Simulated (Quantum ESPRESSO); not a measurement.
# AlSi2FO5: one run as intended and one with a planted mistake

Simulated, not a measurement. The program is pw.x of Quantum ESPRESSO 7.5 (plane-wave density functional theory). The cell is made up: 9 atoms on a quartz lattice, with randomly drawn elements, strain and displacements, not relaxed. PseudoDojo standard norm-conserving files (v0.5 for PBE, v0.4.1 for LDA and PBEsol) set the functional; there is no spin polarisation, spin-orbit coupling or dispersion term, and the masses in the input are unused placeholders.

Intended input:

```
&control calculation='scf', pseudo_dir='./dojo.nc.sr.pbe.v0_5.standard.upf', outdir='./o', disk_io='low', tprnfor=.true., tstress=.true. /
&system ibrav=0, nat=9, ntyp=4, nbnd=30, ecutwfc=84.00895049, nosym=.true., tot_charge=0,
 occupations='smearing', smearing='fd', degauss=0.0018374661
/
&electrons conv_thr=7.350e-09, electron_maxstep=60, /
ATOMIC_SPECIES
Al 1.0 Al.upf
F 1.0 F.upf
O 1.0 O.upf
Si 1.0 Si.upf
CELL_PARAMETERS angstrom
4.9859 0.0352 -0.0297
-2.4625 4.2916 -0.0424
-0.0326 -0.0726 5.4903
ATOMIC_POSITIONS angstrom
Al 2.1976 -0.0869 3.6967
Si -1.0442 2.1304 1.7425
Si 1.3627 2.2137 0.0678
F 1.3599 1.1314 4.3
O 3.3369 0.5056 2.6139
O 2.8371 2.4719 0.4604
O 0.2777 1.9293 1.1306
O -1.0384 3.0329 3.0557
O 0.8575 3.7138 4.6542
K_POINTS automatic
5 5 4 1 1 1
```

The log is shortened where brackets say so; the opening notice, blank lines, dates and the lines on written files are dropped, and the path of the files is cut. It prints rydbergs, bohrs and kilobars, and counts compression as positive stress. Where no state is partly filled, the Fermi energy that it prints is only some level between the filled and the empty states on the mesh, and need not lie in the true gap.

Log of the intended run:

```
     Program PWSCF v.7.5
     Parallel version (MPI & OpenMP), running on       4 processor cores
     Number of MPI processes:                 4
     Threads/MPI process:                     1
     [start-up lines left out]
     bravais-lattice index     =            0
     lattice parameter (alat)  =       9.4224  a.u.
     unit-cell volume          =     795.8295 (a.u.)^3
     number of atoms/cell      =            9
     number of atomic types    =            4
     number of electrons       =        48.00
     number of Kohn-Sham states=           30
     kinetic-energy cutoff     =      84.0090  Ry
     charge density cutoff     =     336.0358  Ry
     scf convergence threshold =      7.3E-09
     mixing beta               =       0.7000
     number of iterations used =            8  plain     mixing
     Exchange-correlation= PBE
                           (   1   4   3   4   0   0   0)
     [axes and pseudopotential details left out]
   Cartesian axes
     site n.     atom                  positions (alat units)
         1        Al     tau(   1) = (   0.4407441  -0.0174284   0.7413992  )
         2        Si     tau(   2) = (  -0.2094217   0.4272667   0.3494706  )
         3        Si     tau(   3) = (   0.2732991   0.4439731   0.0135978  )
         4        F      tau(   4) = (   0.2727375   0.2269102   0.8623953  )
         5        O      tau(   5) = (   0.6692388   0.1014016   0.5242360  )
         6        O      tau(   6) = (   0.5690004   0.4957569   0.0923365  )
         7        O      tau(   7) = (   0.0556947   0.3869347   0.2267498  )
         8        O      tau(   8) = (  -0.2082584   0.6082694   0.6128421  )
         9        O      tau(   9) = (   0.1719777   0.7448287   0.9334326  )
     number of k points=    50  Fermi-Dirac smearing, width (Ry)=  0.0018
                       cart. coord. in units 2pi/alat
        k(    1) = (   0.0994664   0.1744066   0.1164178), wk =   0.0400000
        k(    2) = (   0.1007979   0.1774142   0.3435074), wk =   0.0400000
     [further k points left out]
     Dense  grid:    82831 G-vectors     FFT dimensions: (  60,  60,  64)
     Estimated max dynamical RAM per process >     170.06 MB
     Estimated total dynamical RAM >     619.59 MB
     Initial potential from superposition of free atoms
     starting charge      47.9963, renormalised to      48.0000
     Starting wfcs are   36 randomized atomic wfcs
     total cpu time spent up to now is        2.7 secs
     per-process dynamical memory:   130.5 Mb
     Self-consistent Calculation
     iteration #  1     ecut=    84.01 Ry     beta= 0.70
     Davidson diagonalization with overlap
     ethr =  1.00E-02,  avg # of iterations =  3.0
     total cpu time spent up to now is        7.3 secs
     total energy              =    -235.48010520 Ry
     estimated scf accuracy    <       2.87039643 Ry
     iteration #  2     ecut=    84.01 Ry     beta= 0.70
     Davidson diagonalization with overlap
     ethr =  5.98E-03,  avg # of iterations =  2.1
     total cpu time spent up to now is       11.6 secs
     total energy              =    -235.99646597 Ry
     estimated scf accuracy    <       3.18587573 Ry
     [iterations 3 to 10 left out]
     iteration # 11     ecut=    84.01 Ry     beta= 0.70
     Davidson diagonalization with overlap
     ethr =  5.47E-10,  avg # of iterations =  2.0
     total cpu time spent up to now is       48.4 secs
     total energy              =    -236.70309195 Ry
     estimated scf accuracy    <       0.00000004 Ry
     iteration # 12     ecut=    84.01 Ry     beta= 0.70
     Davidson diagonalization with overlap
     ethr =  8.82E-11,  avg # of iterations =  2.0
     total cpu time spent up to now is       52.2 secs
     End of self-consistent calculation
     [lines on levels left out]
     the Fermi energy is     5.6318 ev
!    total energy              =    -236.70309196 Ry
     estimated scf accuracy    <          3.0E-09 Ry
     smearing contrib. (-TS)   =       0.00000000 Ry
     internal energy E=F+TS    =    -236.70309196 Ry
     The total energy is F=E-TS. E is the sum of the following terms:
     one-electron contribution =    -120.36271798 Ry
     hartree contribution      =      85.78787182 Ry
     xc contribution           =     -62.40830258 Ry
     ewald contribution        =    -139.71994322 Ry
     convergence has been achieved in  12 iterations
     Forces acting on atoms (cartesian axes, Ry/au):
     atom    1 type  1   force =     0.18273417    0.09569846   -0.08380427
     atom    2 type  4   force =    -0.36669192   -0.14608030    0.22788098
     atom    3 type  4   force =    -0.04667209    0.30291056   -0.13338219
     atom    4 type  2   force =    -0.12785564    0.09384055    0.05111203
     atom    5 type  3   force =     0.07624744    0.19153065   -0.18742826
     atom    6 type  3   force =     0.10290539   -0.00595962    0.07122795
     atom    7 type  3   force =     0.20759984   -0.08855304   -0.07074205
     atom    8 type  3   force =    -0.19286070   -0.20771855   -0.15786323
     atom    9 type  3   force =     0.16459353   -0.23566871    0.28299904
     Total force =     0.902245     Total SCF correction =     0.000085
     Computing stress (Cartesian axis) and pressure
          total   stress  (Ry/bohr**3)                   (kbar)     P=      181.30
   0.00206431  -0.00003309  -0.00014408          303.67       -4.87      -21.19
  -0.00003309   0.00057516   0.00108834           -4.87       84.61      160.10
  -0.00014408   0.00108834   0.00105789          -21.19      160.10      155.62
     init_run     :      2.52s CPU      2.62s WALL (       1 calls)
     electrons    :     49.12s CPU     49.54s WALL (       1 calls)
     forces       :      0.82s CPU      0.82s WALL (       1 calls)
     stress       :      2.66s CPU      2.66s WALL (       1 calls)
     [timing details left out]
     PWSCF        :     55.20s CPU     55.77s WALL
     JOB DONE.
```

A second run has one planted mistake: two atoms have their elements exchanged. The input lines that differ, file-writing options aside:

```
- Al 2.1976 -0.0869 3.6967
+ Si 2.1976 -0.0869 3.6967
- Si 1.3627 2.2137 0.0678
+ Al 1.3627 2.2137 0.0678
```

Its log:

```
     Program PWSCF v.7.5
     Parallel version (MPI & OpenMP), running on       4 processor cores
     Number of MPI processes:                 4
     Threads/MPI process:                     1
     [start-up lines left out]
     bravais-lattice index     =            0
     lattice parameter (alat)  =       9.4224  a.u.
     unit-cell volume          =     795.8295 (a.u.)^3
     number of atoms/cell      =            9
     number of atomic types    =            4
     number of electrons       =        48.00
     number of Kohn-Sham states=           30
     kinetic-energy cutoff     =      84.0090  Ry
     charge density cutoff     =     336.0358  Ry
     scf convergence threshold =      7.3E-09
     mixing beta               =       0.7000
     number of iterations used =            8  plain     mixing
     Exchange-correlation= PBE
                           (   1   4   3   4   0   0   0)
     [axes and pseudopotential details left out]
   Cartesian axes
     site n.     atom                  positions (alat units)
         1        Si     tau(   1) = (   0.4407441  -0.0174284   0.7413992  )
         2        Si     tau(   2) = (  -0.2094217   0.4272667   0.3494706  )
         3        Al     tau(   3) = (   0.2732991   0.4439731   0.0135978  )
         4        F      tau(   4) = (   0.2727375   0.2269102   0.8623953  )
         5        O      tau(   5) = (   0.6692388   0.1014016   0.5242360  )
         6        O      tau(   6) = (   0.5690004   0.4957569   0.0923365  )
         7        O      tau(   7) = (   0.0556947   0.3869347   0.2267498  )
         8        O      tau(   8) = (  -0.2082584   0.6082694   0.6128421  )
         9        O      tau(   9) = (   0.1719777   0.7448287   0.9334326  )
     number of k points=    50  Fermi-Dirac smearing, width (Ry)=  0.0018
                       cart. coord. in units 2pi/alat
        k(    1) = (   0.0994664   0.1744066   0.1164178), wk =   0.0400000
        k(    2) = (   0.1007979   0.1774142   0.3435074), wk =   0.0400000
     [further k points left out]
     Dense  grid:    82831 G-vectors     FFT dimensions: (  60,  60,  64)
     Estimated max dynamical RAM per process >     170.06 MB
     Estimated total dynamical RAM >     619.59 MB
     Initial potential from superposition of free atoms
     starting charge      47.9963, renormalised to      48.0000
     Starting wfcs are   36 randomized atomic wfcs
     total cpu time spent up to now is        2.8 secs
     per-process dynamical memory:   134.1 Mb
     Self-consistent Calculation
     iteration #  1     ecut=    84.01 Ry     beta= 0.70
     Davidson diagonalization with overlap
     ethr =  1.00E-02,  avg # of iterations =  3.0
     total cpu time spent up to now is        7.6 secs
     total energy              =    -235.70414179 Ry
     estimated scf accuracy    <       2.66101298 Ry
     iteration #  2     ecut=    84.01 Ry     beta= 0.70
     Davidson diagonalization with overlap
     ethr =  5.54E-03,  avg # of iterations =  2.0
     total cpu time spent up to now is       12.0 secs
     total energy              =    -236.40544124 Ry
     estimated scf accuracy    <       2.05706048 Ry
     [iterations 3 to 9 left out]
     iteration # 10     ecut=    84.01 Ry     beta= 0.70
     Davidson diagonalization with overlap
     ethr =  7.23E-10,  avg # of iterations =  2.0
     total cpu time spent up to now is       47.0 secs
     total energy              =    -236.80967142 Ry
     estimated scf accuracy    <       0.00000002 Ry
     iteration # 11     ecut=    84.01 Ry     beta= 0.70
     Davidson diagonalization with overlap
     ethr =  4.45E-11,  avg # of iterations =  2.0
     total cpu time spent up to now is       51.0 secs
     End of self-consistent calculation
     [lines on levels left out]
     the Fermi energy is     5.8302 ev
!    total energy              =    -236.80967143 Ry
     estimated scf accuracy    <          2.8E-09 Ry
     smearing contrib. (-TS)   =       0.00000000 Ry
     internal energy E=F+TS    =    -236.80967143 Ry
     The total energy is F=E-TS. E is the sum of the following terms:
     one-electron contribution =    -121.35189669 Ry
     hartree contribution      =      86.37561150 Ry
     xc contribution           =     -62.47259260 Ry
     ewald contribution        =    -139.36079364 Ry
     convergence has been achieved in  11 iterations
     Forces acting on atoms (cartesian axes, Ry/au):
     atom    1 type  4   force =     0.30067672    0.03002718   -0.05662068
     atom    2 type  4   force =    -0.33624522   -0.13181822    0.05135166
     atom    3 type  1   force =    -0.06587855    0.23758881   -0.12457672
     atom    4 type  2   force =    -0.07122577   -0.06904496   -0.10487543
     atom    5 type  3   force =    -0.02783026    0.13024309   -0.08625007
     atom    6 type  3   force =     0.29833115    0.02636346    0.16059274
     atom    7 type  3   force =     0.04054987   -0.10690094    0.09030832
     atom    8 type  3   force =    -0.11699146   -0.04320889   -0.03142837
     atom    9 type  3   force =    -0.02138648   -0.07324954    0.10149854
     Total force =     0.720620     Total SCF correction =     0.000068
     Computing stress (Cartesian axis) and pressure
          total   stress  (Ry/bohr**3)                   (kbar)     P=      180.83
   0.00199283   0.00003419  -0.00041035          293.16        5.03      -60.37
   0.00003419   0.00045219   0.00098537            5.03       66.52      144.95
  -0.00041035   0.00098537   0.00124265          -60.37      144.95      182.80
     init_run     :      2.61s CPU      2.72s WALL (       1 calls)
     electrons    :     47.64s CPU     48.23s WALL (       1 calls)
     forces       :      0.80s CPU      0.84s WALL (       1 calls)
     stress       :      2.71s CPU      2.72s WALL (       1 calls)
     [timing details left out]
     PWSCF        :     53.89s CPU     54.70s WALL
     JOB DONE.
```

|  | intended run | run with the mistake |
| --- | --- | --- |
| free energy (eV) | -3220.510 | -3221.960 |
| smearing term -TS (eV) | 0.0000 | 0.0000 |
| pressure (GPa) | 18.13 | 18.08 |
| largest force component (eV/Å) | 9.428 | 8.645 |
| largest change of a force component (eV/Å) |  | 5.025 |
| iterations | 12 | 11 |

For scale, a rerun of the intended cell at a cutoff of 1437 eV and k mesh 7 x 7 x 6 moved values by no more than 0.003 eV in energy, 0.02 GPa in stress and 0.002 eV/Å in force.